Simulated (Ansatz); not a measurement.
# Ti2FeS4: a fit and a missing row

Ti2FeS4, C2/m, a = 12.227 Å, b = 3.318 Å, c = 5.668 Å, β = 117.0°. The structure is a COD entry; whether it is the stable form wasn't checked. Ansatz: PBEsol, PAW, 420 eV, Γ-centred 12×12×8 mesh on 7 atoms, Gaussian smearing 0.10 eV; no spin polarisation. Shape and atoms are relaxed at each volume; pressure is positive in compression.

| V (Å³/atom) | P (GPa) |
| --- | --- |
| 13.760 | 8.52 |
| 14.199 | 3.92 |
| 14.639 | 0.02 |
| 15.078 | ? |
| 15.517 | -6.05 |

Task: Take V0 = 14.639 Å³/atom, count pressures from its P0 = 0.02 GPa, fit the third-order Birch–Murnaghan form to the other rows, and predict the missing pressure.

Result: With the Eulerian strain f = ½[(V0/V)^(2/3) − 1] and y = (P − P0)/[3f(1 + 2f)^(5/2)], the form is the line y = B0 + 1.5 B0 (B0′ − 4) f. Rows (f, y): 0.02107, 121.3; 0.01028, 120.2; -0.01904, 117.1. Means f = 0.004103, y = 119.53; Σ(Δf)² = 0.0008616, ΣΔfΔy = 0.09041; the slope is their ratio. y = 119.1 + 104.9 f GPa, so B0 = 119.1 GPa and B0′ = 4 + 2 × (104.9)/(3 × 119.1) = 4.59. At V = 15.078, f = -0.00975, y = 118.08 and P = -3.27 GPa. The run gave -3.28 GPa, so the fit is 0.01 GPa too high, a small miss on the scale of the series.

Spin polarisation was left out, and a magnetic state may lie lower.

Cost: 5 runs of about 15 core-minutes in all, on Intel Xeon 6975P-C (Granite Rapids) (shared hosts).